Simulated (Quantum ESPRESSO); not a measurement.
## Ti2TaO5F3 (one run as intended and one with a planted mistake)

Computed values, not a measurement. The program is pw.x of Quantum ESPRESSO 7.5 (plane-wave density functional theory). The cell is made up: 11 atoms on a fluorite lattice with one site empty, with randomly drawn elements, strain and displacements, not relaxed. PseudoDojo standard norm-conserving files (v0.5 for PBE, v0.4.1 for LDA and PBEsol) set the functional; there is no spin polarisation, spin-orbit coupling or dispersion term, and the masses in the input are unused placeholders.

Intended input:

```
&control calculation='scf', pseudo_dir='./dojo.nc.sr.pbe.v0_5.standard.upf', outdir='./o', disk_io='medium', tprnfor=.true., tstress=.true. /
&system ibrav=0, nat=11, ntyp=4, nbnd=50, ecutwfc=84.00895049, nosym=.true., tot_charge=0,
 occupations='smearing', smearing='fd', degauss=0.0018374661
/
&electrons conv_thr=7.350e-09, electron_maxstep=60, /
ATOMIC_SPECIES
F 1.0 F.upf
O 1.0 O.upf
Ta 1.0 Ta.upf
Ti 1.0 Ti.upf
CELL_PARAMETERS angstrom
4.9183 0.0359 0.0445
0.0359 5.0306 -0.0173
0.0445 -0.0173 4.9654
ATOMIC_POSITIONS angstrom
Ti 0.1359 -0.0129 -0.046
Ti -0.0178 2.5444 2.4557
Ta 2.5339 0.0798 2.4812
O 1.2786 1.3121 1.1845
O 1.2984 1.374 3.6492
O 1.289 3.789 1.2466
O 1.2317 3.7213 3.7421
O 3.7043 1.2748 1.3487
F 3.5964 1.3438 3.6869
F 3.6837 3.834 1.3028
F 3.8425 3.84 3.7228
K_POINTS automatic
5 4 5 1 1 1
```

The log is shortened where brackets say so; the opening notice, blank lines, dates and the lines on written files are dropped, and the path of the files is cut. It prints rydbergs, bohrs and kilobars, and counts compression as positive stress. Where no state is partly filled, the Fermi energy that it prints is only some level between the filled and the empty states on the mesh, and need not lie in the true gap.

Log of the intended run:

```
     Program PWSCF v.7.5
     Parallel version (MPI & OpenMP), running on       1 processor cores
     Number of MPI processes:                 1
     Threads/MPI process:                     1
     [start-up lines left out]
     bravais-lattice index     =            0
     lattice parameter (alat)  =       9.2949  a.u.
     unit-cell volume          =     828.9387 (a.u.)^3
     number of atoms/cell      =           11
     number of atomic types    =            4
     number of electrons       =        88.00
     number of Kohn-Sham states=           50
     kinetic-energy cutoff     =      84.0090  Ry
     charge density cutoff     =     336.0358  Ry
     scf convergence threshold =      7.3E-09
     mixing beta               =       0.7000
     number of iterations used =            8  plain     mixing
     Exchange-correlation= PBE
                           (   1   4   3   4   0   0   0)
     [axes and pseudopotential details left out]
   Cartesian axes
     site n.     atom                  positions (alat units)
         1        Ti     tau(   1) = (   0.0276296  -0.0026227  -0.0093522  )
         2        Ti     tau(   2) = (  -0.0036189   0.5172983   0.4992648  )
         3        Ta     tau(   3) = (   0.5151635   0.0162240   0.5044492  )
         4        O      tau(   4) = (   0.2599503   0.2667611   0.2408190  )
         5        O      tau(   5) = (   0.2639758   0.2793459   0.7419136  )
         6        O      tau(   6) = (   0.2620647   0.7703361   0.2534444  )
         7        O      tau(   7) = (   0.2504151   0.7565721   0.7608009  )
         8        O      tau(   8) = (   0.7531159   0.2591777   0.2742022  )
         9        F      tau(   9) = (   0.7311789   0.2732060   0.7495783  )
        10        F      tau(  10) = (   0.7489277   0.7794850   0.2648704  )
        11        F      tau(  11) = (   0.7812131   0.7807048   0.7568771  )
     number of k points=    50  Fermi-Dirac smearing, width (Ry)=  0.0018
                       cart. coord. in units 2pi/alat
        k(    1) = (   0.0982252   0.1218560   0.0986024), wk =   0.0400000
        k(    2) = (   0.0964274   0.1225502   0.2967372), wk =   0.0400000
     [further k points left out]
     Dense  grid:    86211 G-vectors     FFT dimensions: (  60,  60,  60)
     Estimated max dynamical RAM per process >     142.70 MB
     Initial potential from superposition of free atoms
     starting charge      87.9959, renormalised to      88.0000
     Starting wfcs are   62 randomized atomic wfcs
     total cpu time spent up to now is       22.1 secs
     per-process dynamical memory:    79.8 Mb
     Self-consistent Calculation
     iteration #  1     ecut=    84.01 Ry     beta= 0.70
     Davidson diagonalization with overlap
     ethr =  1.00E-02,  avg # of iterations =  2.0
     total cpu time spent up to now is       59.8 secs
     total energy              =    -678.46664575 Ry
     estimated scf accuracy    <       5.46582708 Ry
     iteration #  2     ecut=    84.01 Ry     beta= 0.70
     Davidson diagonalization with overlap
     ethr =  6.21E-03,  avg # of iterations =  8.6
     total cpu time spent up to now is      131.3 secs
     total energy              =    -670.36855532 Ry
     estimated scf accuracy    <     107.87108598 Ry
     [iterations 3 to 20 left out]
     iteration # 21     ecut=    84.01 Ry     beta= 0.70
     Davidson diagonalization with overlap
     ethr =  1.10E-10,  avg # of iterations =  5.7
     total cpu time spent up to now is      873.5 secs
     total energy              =    -681.62036656 Ry
     estimated scf accuracy    <       0.00000003 Ry
     iteration # 22     ecut=    84.01 Ry     beta= 0.70
     Davidson diagonalization with overlap
     ethr =  3.41E-11,  avg # of iterations =  3.3
     total cpu time spent up to now is      912.8 secs
     End of self-consistent calculation
     [lines on levels left out]
     the Fermi energy is     9.5316 ev
!    total energy              =    -681.62036657 Ry
     estimated scf accuracy    <          3.5E-09 Ry
     smearing contrib. (-TS)   =      -0.00000003 Ry
     internal energy E=F+TS    =    -681.62036654 Ry
     The total energy is F=E-TS. E is the sum of the following terms:
     one-electron contribution =    -232.79229596 Ry
     hartree contribution      =     160.71720961 Ry
     xc contribution           =    -138.78680188 Ry
     ewald contribution        =    -470.75847831 Ry
     convergence has been achieved in  22 iterations
     Forces acting on atoms (cartesian axes, Ry/au):
     atom    1 type  4   force =     0.18783451    0.02741777    0.05378666
     atom    2 type  4   force =     0.19357286   -0.08181231   -0.06171621
     atom    3 type  3   force =    -0.23343224    0.11423580   -0.09864201
     atom    4 type  2   force =    -0.03830209   -0.07581804    0.02856736
     atom    5 type  2   force =    -0.07665715   -0.09912040   -0.03635293
     atom    6 type  2   force =    -0.06192404    0.06705763    0.04920131
     atom    7 type  2   force =    -0.01983852    0.09911576   -0.01406262
     atom    8 type  2   force =     0.02590418   -0.05179833    0.04176806
     atom    9 type  1   force =     0.05117660   -0.01510076    0.04991212
     atom   10 type  1   force =     0.02502760   -0.01594459   -0.00712855
     atom   11 type  1   force =    -0.05336171    0.03176747   -0.00533319
     Total force =     0.475021     Total SCF correction =     0.000160
     Computing stress (Cartesian axis) and pressure
          total   stress  (Ry/bohr**3)                   (kbar)     P=     -119.51
  -0.00053270  -0.00018236   0.00007934          -78.36      -26.83       11.67
  -0.00018236  -0.00125213   0.00001526          -26.83     -184.19        2.24
   0.00007934   0.00001526  -0.00065248           11.67        2.24      -95.98
     init_run     :     17.92s CPU     21.94s WALL (       1 calls)
     electrons    :    851.61s CPU    890.72s WALL (       1 calls)
     forces       :      7.10s CPU      7.17s WALL (       1 calls)
     stress       :     28.77s CPU     29.06s WALL (       1 calls)
     [timing details left out]
     PWSCF        :  15m 5.79s CPU  15m51.14s WALL
     JOB DONE.
```

A second run has one planted mistake: the smearing is too wide. The input lines that differ, file-writing options aside:

```
- &system ibrav=0, nat=11, ntyp=4, nbnd=50, ecutwfc=84.00895049, nosym=.true., tot_charge=0,
+ &system ibrav=0, nat=11, ntyp=4, nbnd=68, ecutwfc=84.00895049, nosym=.true., tot_charge=0,
-  occupations='smearing', smearing='fd', degauss=0.0018374661
+  occupations='smearing', smearing='fd', degauss=0.0595339019
```

Its log:

```
     Program PWSCF v.7.5
     Parallel version (MPI & OpenMP), running on       1 processor cores
     Number of MPI processes:                 1
     Threads/MPI process:                     1
     [start-up lines left out]
     bravais-lattice index     =            0
     lattice parameter (alat)  =       9.2949  a.u.
     unit-cell volume          =     828.9387 (a.u.)^3
     number of atoms/cell      =           11
     number of atomic types    =            4
     number of electrons       =        88.00
     number of Kohn-Sham states=           68
     kinetic-energy cutoff     =      84.0090  Ry
     charge density cutoff     =     336.0358  Ry
     scf convergence threshold =      7.3E-09
     mixing beta               =       0.7000
     number of iterations used =            8  plain     mixing
     Exchange-correlation= PBE
                           (   1   4   3   4   0   0   0)
     [axes and pseudopotential details left out]
   Cartesian axes
     site n.     atom                  positions (alat units)
         1        Ti     tau(   1) = (   0.0276296  -0.0026227  -0.0093522  )
         2        Ti     tau(   2) = (  -0.0036189   0.5172983   0.4992648  )
         3        Ta     tau(   3) = (   0.5151635   0.0162240   0.5044492  )
         4        O      tau(   4) = (   0.2599503   0.2667611   0.2408190  )
         5        O      tau(   5) = (   0.2639758   0.2793459   0.7419136  )
         6        O      tau(   6) = (   0.2620647   0.7703361   0.2534444  )
         7        O      tau(   7) = (   0.2504151   0.7565721   0.7608009  )
         8        O      tau(   8) = (   0.7531159   0.2591777   0.2742022  )
         9        F      tau(   9) = (   0.7311789   0.2732060   0.7495783  )
        10        F      tau(  10) = (   0.7489277   0.7794850   0.2648704  )
        11        F      tau(  11) = (   0.7812131   0.7807048   0.7568771  )
     number of k points=    50  Fermi-Dirac smearing, width (Ry)=  0.0595
                       cart. coord. in units 2pi/alat
        k(    1) = (   0.0982252   0.1218560   0.0986024), wk =   0.0400000
        k(    2) = (   0.0964274   0.1225502   0.2967372), wk =   0.0400000
     [further k points left out]
     Dense  grid:    86211 G-vectors     FFT dimensions: (  60,  60,  60)
     Estimated max dynamical RAM per process >     157.93 MB
     Initial potential from superposition of free atoms
     starting charge      87.9959, renormalised to      88.0000
     Starting wfcs are   62 randomized atomic wfcs +    6 random wfcs
     total cpu time spent up to now is       18.2 secs
     per-process dynamical memory:    82.8 Mb
     Self-consistent Calculation
     iteration #  1     ecut=    84.01 Ry     beta= 0.70
     Davidson diagonalization with overlap
     ethr =  1.00E-02,  avg # of iterations =  6.0
     total cpu time spent up to now is       72.5 secs
     total energy              =    -678.90920786 Ry
     estimated scf accuracy    <       4.97581981 Ry
     iteration #  2     ecut=    84.01 Ry     beta= 0.70
     Davidson diagonalization with overlap
     ethr =  5.65E-03,  avg # of iterations =  2.1
     total cpu time spent up to now is      122.0 secs
     total energy              =    -671.17571047 Ry
     estimated scf accuracy    <     100.51340208 Ry
     [iterations 3 to 19 left out]
     iteration # 20     ecut=    84.01 Ry     beta= 0.70
     Davidson diagonalization with overlap
     ethr =  1.58E-10,  avg # of iterations =  1.0
     total cpu time spent up to now is      771.0 secs
     total energy              =    -681.88374163 Ry
     estimated scf accuracy    <       0.00000002 Ry
     iteration # 21     ecut=    84.01 Ry     beta= 0.70
     Davidson diagonalization with overlap
     ethr =  1.84E-11,  avg # of iterations =  1.6
     total cpu time spent up to now is      814.6 secs
     End of self-consistent calculation
     [lines on levels left out]
     the Fermi energy is     9.2467 ev
!    total energy              =    -681.88374163 Ry
     estimated scf accuracy    <          1.8E-09 Ry
     smearing contrib. (-TS)   =      -0.62992405 Ry
     internal energy E=F+TS    =    -681.25381758 Ry
     The total energy is F=E-TS. E is the sum of the following terms:
     one-electron contribution =    -233.31052405 Ry
     hartree contribution      =     161.70111027 Ry
     xc contribution           =    -138.88592549 Ry
     ewald contribution        =    -470.75847831 Ry
     convergence has been achieved in  21 iterations
     Forces acting on atoms (cartesian axes, Ry/au):
     atom    1 type  4   force =     0.09941875    0.03111136    0.04054098
     atom    2 type  4   force =     0.12234339   -0.05039120   -0.03849504
     atom    3 type  3   force =    -0.16625622    0.07251997   -0.06407377
     atom    4 type  2   force =    -0.02233306   -0.06197822    0.03362072
     atom    5 type  2   force =    -0.05857115   -0.08888694   -0.03297730
     atom    6 type  2   force =    -0.03904149    0.05934290    0.04203322
     atom    7 type  2   force =     0.01149407    0.07534080   -0.02955718
     atom    8 type  2   force =     0.02485948   -0.04483764    0.01817352
     atom    9 type  1   force =     0.05042396   -0.01545165    0.04275762
     atom   10 type  1   force =     0.02517848   -0.01060179   -0.00839242
     atom   11 type  1   force =    -0.04751620    0.03383240   -0.00363037
     Total force =     0.334178     Total SCF correction =     0.000127
     Computing stress (Cartesian axis) and pressure
          total   stress  (Ry/bohr**3)                   (kbar)     P=      -39.27
   0.00003208  -0.00016495   0.00005885            4.72      -24.26        8.66
  -0.00016495  -0.00062416   0.00009466          -24.26      -91.82       13.92
   0.00005885   0.00009466  -0.00020884            8.66       13.92      -30.72
     init_run     :     14.66s CPU     18.06s WALL (       1 calls)
     electrons    :    736.94s CPU    796.43s WALL (       1 calls)
     forces       :      7.51s CPU      7.58s WALL (       1 calls)
     stress       :     27.48s CPU     27.66s WALL (       1 calls)
     [timing details left out]
     PWSCF        :  13m 6.83s CPU  14m10.48s WALL
     JOB DONE.
```

|  | intended run | run with the mistake |
| --- | --- | --- |
| free energy (eV) | -9273.918 | -9277.501 |
| smearing term -TS (eV) | 0.0000 | -8.5706 |
| pressure (GPa) | -11.95 | -3.93 |
| largest force component (eV/Å) | 6.002 | 4.275 |
| largest change of a force component (eV/Å) |  | 2.273 |
| iterations | 22 | 21 |

For scale, a rerun of the intended cell at a cutoff of 1437 eV and k mesh 7 x 6 x 7 moved values by no more than 0.002 eV in energy, 0.05 GPa in stress and 0.004 eV/Å in force. The number of bands, nbnd, was set by rule from the electron count and the smearing, so it follows the mistake.